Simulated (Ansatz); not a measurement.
An input for the plane-wave PAW code Ansatz:

```yaml
crystal:
  lattice:
    - [0.0, 1.96, 1.96]
    - [1.96, 0.0, 1.96]
    - [1.96, 1.96, 0.0]
  atoms:
    - { symbol: Pt, position: [0.0, 0.0, 0.0] }
basis:
  ecutwfc: 420
  ecutrho_ratio: 4
kpoints:
  mp_grid: { grid: [18, 18, 18] }
hamiltonian:
  xc: pbesol
scf:
  occupations: { method: gaussian, width: 0.05 }
output:
  forces: true
  stress: true
  eigenvalues: true
```

**Question.** Before reading the output: what should come out?

**Answer.** Pressure -0.5 GPa, gap on the mesh zero (metallic) (PBEsol, scalar-relativistic).

What the program printed, in part:

```
Pseudopotentials: kind: paw
Pseudopotential: Pt, paw, valence charge 18, recommended cutoff 420 eV (normal), Pt.paw.azcp
Crystal: 1 atoms, lattice volume = 15.059 Å³
Basis set: ecut = 420 eV, 283 PW (Γ), exchange–correlation on 40×40×40 points (8 copies of the dense FFT grid, shifted against one another)
Bands: 13, of which v1, the nominal top of the filled ones, is band 9 counted from 1 (8 counted from 0)
Symmetry: 48 space group operations
Space group: Fm-3m (ITA 225), of the structure as read, at distance tolerance 2.5e-5 Å
k-points: 195 of 5832
Initial density: superposition of atomic densities (neutral atoms: chi_scale 0, normalization atom), corrected by the library's trained network
Initial wavefunctions: pseudopotential atomic-orbital guess
Functional: x = pbesol(κ = 0.804, μ = 0.12346), c = pbesol(β = 0.046)
```

```
SCF iter   1: F=—  HF=-12383.819236 eV  |F-HF|=—  |Δ(HF+E_count)|=         —  Δρ=6.93e-3  dr2=5.75e-3
SCF iter   2: F=—  HF=-12383.817632 eV  |F-HF|=—  |Δ(HF+E_count)|=   1.60e-3  Δρ=3.17e-3  dr2=1.10e-3
SCF iter   3: F=—  HF=-12383.817382 eV  |F-HF|=—  |Δ(HF+E_count)|=   2.50e-4  Δρ=3.96e-4  dr2=9.58e-6
SCF iter   4: F=—  HF=-12383.817390 eV  |F-HF|=—  |Δ(HF+E_count)|=   8.31e-6  Δρ=7.28e-5  dr2=2.06e-7
SCF iter   5: F=-12383.817391 eV  HF=-12383.817391 eV  |F-HF|=5.05e-9  |Δ(HF+E_count)|=   1.25e-7  Δρ=8.10e-6  dr2=8.16e-9
SCF iter   6: F=-12383.817391 eV  HF=-12383.817391 eV  |F-HF|=3.64e-12  |Δ(HF+E_count)|=   1.68e-9  Δρ=5.79e-7  dr2=1.25e-11
```

```
SCF 1 converged in 6 iterations: F = -12383.817391 eV  dr2 = 1.25e-11
SCF converged after 6 iterations
Free energy (F): -12383.817391 eV
E sigma→0 (E₀):  -12383.815963 eV
Entropy (-TS):   -0.002855 eV (-2.855 meV/atom)
Fermi energy:    23.276440 eV
--- Forces (eV/Å), atoms counted from 1 ---
  atom   1  Pt     0.00000000     0.00000000     0.00000000
--- Stress (GPa, compression-positive) ---
       -0.504109       0.000000       0.000000
        0.000000      -0.504109       0.000000
        0.000000       0.000000      -0.504109
  P = ⅓ Tr σ = -0.5041 GPa (-5.041 kbar)
```

Absolute energies hang on the potentials; compare differences alone.

Spin–orbit coupling, which matters for such heavy elements, is left out.
